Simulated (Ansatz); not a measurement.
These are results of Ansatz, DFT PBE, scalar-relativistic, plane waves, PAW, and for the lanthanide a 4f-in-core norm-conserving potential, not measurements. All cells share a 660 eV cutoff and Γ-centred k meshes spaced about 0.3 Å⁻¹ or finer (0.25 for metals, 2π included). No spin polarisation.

Relaxed structures of Nd3Si2I, with energies over the first row. Coordination counts I or Si atoms around Nd (for each partner element, those within 1.25 times its shortest distance or 1.15 times the sum of covalent radii, where it is the nearest in units of that sum or under 1.3; a plus sign parts groups by distance over the sum of covalent radii; a slash parts the counts of unlike sites).

```
#   form                   sites  V (Å³/atom)  coordination  ΔE (meV/atom)
1  P-4m2  Nd 1b, 2g; Si 2g; I 1a         27.6      Nd 7/4+4              0
2  P-3m1  Nd 2d, 1a; Si 2d; I 1b         26.7      Nd 2+6/8             23
```

A further structure, relaxed alike:

Space group P-3m1 (No. 164). a = 4.312 Å, b = 4.312 Å, c = 11.233 Å, α = 90.00°, β = 90.00°, γ = 120.00°
```csv
atom,site,symmetry,x,y,z
Nd,2d,3m.,0.3333,0.6667,0.2089
Nd,1b,-3m.,0.0000,0.0000,0.5000
Si,2d,3m.,0.3333,0.6667,0.6579
I,1a,-3m.,0.0000,0.0000,0.0000
```

Question: Where does it fall in the ranking, and at what energy?

Answer: It is the lowest, 289 meV/atom below row 1, with space group P-3m1 (No. 164) and 30.1 Å³/atom. Counting I or Si atoms around Nd, this cell has Nd 6 and row 1 has Nd 7/4+4. Around Nd on a site of symmetry 3m lie 3 Si at 2.90 Å and 3 I at 3.42 Å; Nd on a site of symmetry -3m has 6 Si at 3.06 Å; Si has 6 Nd at 2.90–3.06 Å; I is surrounded by 6 Nd at 3.42 Å.

The k mesh leaves some 4 meV/atom of noise in the energy of each metallic cell. Spin–orbit coupling, which can matter for I, is left out. With atoms moved at random, the further cell came back. Row 1 and row 2 had no clear such test and can be saddle points. Some candidate types were left out of the draw beforehand, so a known form may be missing.

The lanthanide is trivalent by construction, without f bands, f moments or other valences.
